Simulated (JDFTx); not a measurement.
An input for a modified build of JDFTx (Al(110), CANDLE, water, 1 M NaF; bohr, hartree) and the course of its log:

```
lattice \
  7.6324715365 0.0000000000 0.0000000000 \
  0.0000000000 5.3969723774 0.0000000000 \
  0.0000000000 0.0000000000 41.0070569044
coords-type Lattice
ion Al 0.0000000000 0.0000000000 -0.1316108200 0
ion Al 0.5000000000 0.5000000000 -0.0658054100 0
ion Al 0.0000000000 0.0000000000 0.0000000000 0
ion Al 0.5000000000 0.5000000000 0.0658054100 0
ion Al 0.0000000000 0.0000000000 0.1316108200 0
ion-species pseudo/al_pbe_v1.upf
elec-cutoff 20 100
elec-ex-corr gga-PBE
coulomb-interaction Slab 001
coulomb-truncation-embed 0 0 0
kpoint-folding 6 8 1
elec-smearing Fermi 0.01
elec-n-bands 18
target-mu -0.153980
electronic-scf nIterations 100 energyDiffThreshold 1e-10
fluid LinearPCM
pcm-variant CANDLE
fluid-solvent H2O
fluid-cation Na+ 1
fluid-anion F- 1
fluid-minimize nIterations 400 knormThreshold 1e-11
wavefunction read f0.wfns
elec-initial-eigenvals f0.eigenvals
elec-initial-fillings read f0.fillings
fluid-initial-state f0.fluidState
dump-name f0_u0.$VAR
dump End State Ecomponents EigStats BandEigs Forces ElecDensity IonicPositions Fillings Kpoints Dtot FluidDebug BoundCharge FluidDensity
```

```
[one cycle in 5 is shown, and the last three; fluid-solver lines are left out]
	FillingsUpdate:  mu: -0.153980000  nElectrons: 13.931893
SCF: Cycle:  0   G: -7.837958525110770   dG: +3.175e-01   |Residual|: 4.372e-02   |deigs|: 1.582e-09
	FillingsUpdate:  mu: -0.153980000  nElectrons: 14.876478
SCF: Cycle:  5   G: -8.155937975888779   dG: -1.850e-03   |Residual|: 2.799e-03   |deigs|: 6.850e-04
	FillingsUpdate:  mu: -0.153980000  nElectrons: 14.828306
SCF: Cycle: 10   G: -8.155411819847222   dG: +7.753e-04   |Residual|: 2.719e-03   |deigs|: 3.058e-03
	FillingsUpdate:  mu: -0.153980000  nElectrons: 14.878784
SCF: Cycle: 15   G: -8.156528026241851   dG: -9.843e-05   |Residual|: 8.558e-05   |deigs|: 3.981e-04
	FillingsUpdate:  mu: -0.153980000  nElectrons: 14.876980
SCF: Cycle: 20   G: -8.156529036712801   dG: -1.396e-07   |Residual|: 1.604e-05   |deigs|: 1.470e-04
	FillingsUpdate:  mu: -0.153980000  nElectrons: 14.877672
SCF: Cycle: 25   G: -8.156528896960488   dG: +1.450e-07   |Residual|: 2.804e-05   |deigs|: 1.432e-05
	FillingsUpdate:  mu: -0.153980000  nElectrons: 14.876779
SCF: Cycle: 30   G: -8.156529023471272   dG: +5.224e-09   |Residual|: 1.219e-05   |deigs|: 6.097e-06
	FillingsUpdate:  mu: -0.153980000  nElectrons: 14.876875
SCF: Cycle: 35   G: -8.156529032560453   dG: -8.932e-09   |Residual|: 1.110e-05   |deigs|: 4.268e-06
	FillingsUpdate:  mu: -0.153980000  nElectrons: 14.876402
SCF: Cycle: 40   G: -8.156528937235175   dG: +2.768e-08   |Residual|: 2.816e-05   |deigs|: 4.453e-05
	FillingsUpdate:  mu: -0.153980000  nElectrons: 14.876854
SCF: Cycle: 45   G: -8.156529035225452   dG: -1.183e-08   |Residual|: 8.961e-06   |deigs|: 2.921e-06
	FillingsUpdate:  mu: -0.153980000  nElectrons: 14.876835
SCF: Cycle: 50   G: -8.156529028977957   dG: -7.326e-08   |Residual|: 1.114e-05   |deigs|: 4.031e-06
	FillingsUpdate:  mu: -0.153980000  nElectrons: 14.876762
SCF: Cycle: 55   G: -8.156529021236535   dG: +1.328e-08   |Residual|: 1.266e-05   |deigs|: 1.767e-06
	FillingsUpdate:  mu: -0.153980000  nElectrons: 14.876526
SCF: Cycle: 60   G: -8.156528976369836   dG: -1.472e-07   |Residual|: 2.261e-05   |deigs|: 1.940e-05
	FillingsUpdate:  mu: -0.153980000  nElectrons: 14.876661
SCF: Cycle: 65   G: -8.156528978000113   dG: -7.435e-09   |Residual|: 2.116e-05   |deigs|: 4.742e-06
	FillingsUpdate:  mu: -0.153980000  nElectrons: 14.876845
SCF: Cycle: 70   G: -8.156529031956598   dG: -6.008e-08   |Residual|: 1.014e-05   |deigs|: 6.155e-06
	FillingsUpdate:  mu: -0.153980000  nElectrons: 14.876845
SCF: Cycle: 75   G: -8.156529032517085   dG: -6.662e-09   |Residual|: 1.003e-05   |deigs|: 7.523e-06
	FillingsUpdate:  mu: -0.153980000  nElectrons: 14.877016
SCF: Cycle: 80   G: -8.156529047911480   dG: -1.260e-08   |Residual|: 3.401e-06   |deigs|: 1.513e-05
	FillingsUpdate:  mu: -0.153980000  nElectrons: 14.877827
SCF: Cycle: 85   G: -8.156528806096665   dG: +2.346e-07   |Residual|: 3.579e-05   |deigs|: 3.428e-05
	FillingsUpdate:  mu: -0.153980000  nElectrons: 14.878209
SCF: Cycle: 90   G: -8.156528533852129   dG: +5.051e-07   |Residual|: 5.220e-05   |deigs|: 6.344e-05
	FillingsUpdate:  mu: -0.153980000  nElectrons: 14.876519
SCF: Cycle: 95   G: -8.156528976648312   dG: -2.615e-07   |Residual|: 2.333e-05   |deigs|: 3.627e-05
	FillingsUpdate:  mu: -0.153980000  nElectrons: 14.876905
SCF: Cycle: 97   G: -8.156529040967103   dG: -5.204e-08   |Residual|: 7.821e-06   |deigs|: 2.251e-05
	FillingsUpdate:  mu: -0.153980000  nElectrons: 14.877799
SCF: Cycle: 98   G: -8.156528822800256   dG: +2.182e-07   |Residual|: 3.450e-05   |deigs|: 2.179e-05
	FillingsUpdate:  mu: -0.153980000  nElectrons: 14.876375
SCF: Cycle: 99   G: -8.156528935755395   dG: -1.130e-07   |Residual|: 3.031e-05   |deigs|: 2.242e-05
SCF: None of the convergence criteria satisfied after 100 iterations.
IonicMinimize: Iter:   0  G: -8.156528935755395  |grad|_K:  0.000e+00
IonicMinimize: Converged (|grad|_K<1.000000e-04).
```

This run gave no converged result. The loop ran out of cycles short of its threshold. It has stalled and not diverged: the last ten energies span 5e-07 Ha, so the total is near its end, but levels, forces and the electron count aren't shown converged.
